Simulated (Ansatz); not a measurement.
**Structures of NaRu: which is lowest?**

Plane-wave DFT in Ansatz with scalar-relativistic PAW potentials, cutoff 420 eV, Γ-centred meshes chosen by cell and gap, Gaussian smearing with energies taken to zero width. Every cell was relaxed (cell and atoms) in a run of its own, within the symmetry of its start. Functional: PBE.

Relaxed structures (starts from databases or built by putting these elements on another compound's sites):
A. P-6m2, 2 atoms in the computed cell, a = 2.703 Å, c = 5.231 Å; sites (symmetry × multiplicity) Na -6m2 × 1, Ru -6m2 × 1; start: built
B. P4/mmm, 2 atoms in the computed cell, a = 2.573 Å, c = 5.092 Å; sites (symmetry × multiplicity) Na 4/mmm × 1, Ru 4/mmm × 1; start: built

**Question.** Rank them by energy. Could pressure change the order?

**Answer.**
| structure | group | E − E(lowest) (meV/atom) | V (Å³/atom) | gap on mesh (eV) |
| --- | --- | --- | --- | --- |
| A | P-6m2 | 0.0 | 16.55 | 0.00 |
| B | P4/mmm | 64 | 16.86 | 0.00 |

A is lowest, 64 meV/atom under B. The lowest is also the densest of these, so pressure wouldn't bring one of the others in at first order. Other structures may lie lower than all of these, and vibrations aren't counted.